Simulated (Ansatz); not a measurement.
Rh (sc type) under strong compression

```yaml
crystal:
  lattice:
    - [2.47981, 0.00000, 0.00000]
    - [0.00000, 2.47981, 0.00000]
    - [0.00000, 0.00000, 2.47981]
  atoms:
    - { symbol: Rh, position: [0.00000, 0.00000, 0.00000] }
```

The cell comes from a relaxation on PAW files under the same functional, begun from a prototype that needn't be the stable phase.

Its volume is scaled at fixed shape and fractional positions.

Level of theory: DFT with LDA, scalar-relativistic, in Ansatz 0.2.0; a Γ-centred 17×17×17 k mesh, Fermi–Dirac smearing of 0.08 eV, no spin polarisation. LAPW: all electrons, basis error target 1 meV/atom; PAW: frozen-core files, cutoff 420 eV; crystal datasets: all electrons, by PAW datasets that the program makes for each cell; norm-conserving: pseudopotentials, cutoff 1197 eV; PAW (cutoff 300 eV): frozen-core files, cutoff 300 eV.

Energies are extrapolated to zero smearing and count from the unscaled cell; pressure is positive in compression; gaps take the mesh and a band path. No temperature or zero-point motion is included.

The PAW files were made under PBE. The structure type is held throughout; the real material can change phase at far lower pressure.

```csv
V/V0,V (Å³/atom),P LAPW (GPa),ΔE LAPW (eV/atom),P PAW − LAPW (GPa),ΔE PAW − LAPW (meV/atom)
1.00,15.25,0.09,0.000,-0.06,0.0
0.90,13.72,?,?,?,?
0.80,12.20,88.9,0.678,-0.22,-2.4
0.70,10.67,195.3,1.976,-0.44,-5.3
0.60,9.15,400.7,4.700,-1.39,-13.0
0.50,7.62,825.1,10.276,-5.68,-41.5
0.40,6.10,1804,22.093,-31.47,-179.9
```

(1) Fit the Vinet equation to the LAPW pressures shown (residuals weighted by 1/(|P| + 0.03·Pmax)), and predict the pressure of the withheld row.

(2) At the smallest volume, how far do crystal datasets and norm-conserving and PAW (cutoff 300 eV) lie from LAPW in pressure?

(3) How do the Löwdin populations by LAPW change from the unscaled cell to the last row?

Results:

(1) The fit gives V0 = 15.27 Å³/atom, B0 = 218 GPa and B0′ = 5.37. At 13.72 Å³/atom, x = (V/V0)^(1/3) = 0.9651, and P = 3·B0·(1 − x)/x²·exp[1.5·(B0′ − 1)·(1 − x)] = 30.8 GPa. The run itself gave 31.6 GPa (-2.7 % off) and ΔE = 0.134 eV/atom.

(2) crystal datasets: 0.00 GPa; norm-conserving: +30.94 GPa; PAW (cutoff 300 eV): -23.86 GPa, on a LAPW pressure of 1804 GPa.

(3) Rh 4s 1.97 → 1.87, Rh 5s 0.79 → 0.63, Rh 4p 5.99 → 5.95, Rh 4d 8.19 → 8.43 electrons an atom. These are projections on the shells that the free atoms fill; 0.07 e a cell lies outside them at the start and 0.13 e at the end.
